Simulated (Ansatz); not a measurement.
# Pressure against volume in Yb3BP3

The cell was found from a structure generator's guess, not taken from experiment.

All numbers below come from DFT PBE, scalar-relativistic, plane waves, PAW in Ansatz 0.2.0. The final run on the 7-atom cell used 420 eV, a Γ-centred 8×8×8 mesh, 0.10 eV smearing and no spin polarisation.

```
Yb B P
1.0
     5.44476    0.00000    0.00000
     0.00000    5.44476    0.00000
     0.00000    0.00000    5.44476
Yb B P
3 1 3
Direct
  0.50000 0.50000 0.00000
  0.00000 0.50000 0.50000
  0.50000 0.00000 0.50000
  0.50000 0.50000 0.50000
  0.50000 0.00000 0.00000
  0.00000 0.50000 0.00000
  0.00000 0.00000 0.50000
```

The cell was set to several volumes, with shape and atoms relaxed at each where symmetry leaves them free. Pressure is positive in compression, and energies count from the lowest row. No row has a gap on its mesh.

```tsv
row	V (Å³/atom)	P (GPa)	ΔE (meV/atom)
1	20.292	9.34	72.1
2	20.984	?	?
3	21.675	3.95	16.0
4	22.367	1.82	3.7
5	23.059	0.00	0.0
6	23.751	-1.56	3.6
7	24.442	-2.88	13.4
8	25.365	-4.36	34.6
```

Question: Find B = −V·ΔP/ΔV from rows 4 and 6 and from rows 1 and 3, and from the two its slope B′ and its value B0 at zero pressure.

Answer: Rows 4 and 6 give −(22.367 + 23.751)/2 × (-1.56 − (1.82))/(23.751 − 22.367) = 56.3 GPa at a mean pressure of 0.13 GPa. Rows 1 and 3 give −(20.292 + 21.675)/2 × (3.95 − (9.34))/(21.675 − 20.292) = 81.8 GPa at a mean pressure of 6.64 GPa. So B′ = (81.8 − 56.3)/(6.64 − (0.13)) = 3.92 and B0 = 56.3 − 3.92 × (0.13) = 55.8 GPa. A third-order Birch–Murnaghan fit to all the energies gives B0 = 56.2 GPa and B′ = 4.2.

Question: Estimate the pressure and energy of row 2.

Answer: From row 5, V0 = 23.059 × (1 + (0.00)/55.8) = 23.059 Å³/atom. Murnaghan's form P = (B0/B′)·[(V0/V)^B′ − 1] gives (55.8/3.92) × [(23.059/20.984)^3.92 − 1] = 6.37 GPa; the computed pressure is 6.44 GPa, so the estimate is off by -0.07 GPa. The work of compression from row 3, with the mean of the two pressures, gives ΔE = 16.0 + (6.37 + 3.95)/2 × (21.675 − 20.984)/160.2 × 1000 = 38.3 meV/atom (1 eV/Å³ = 160.2 GPa); the computed value is 38.2 meV/atom.

The 4f shell of Yb is treated without a Hubbard U. Trial moments died out on the coarse mesh, so the last step has no spin; another magnetic start might hold. All volumes keep the k mesh of the relaxed cell. A structure relaxed within its symmetry needn't be a true minimum.
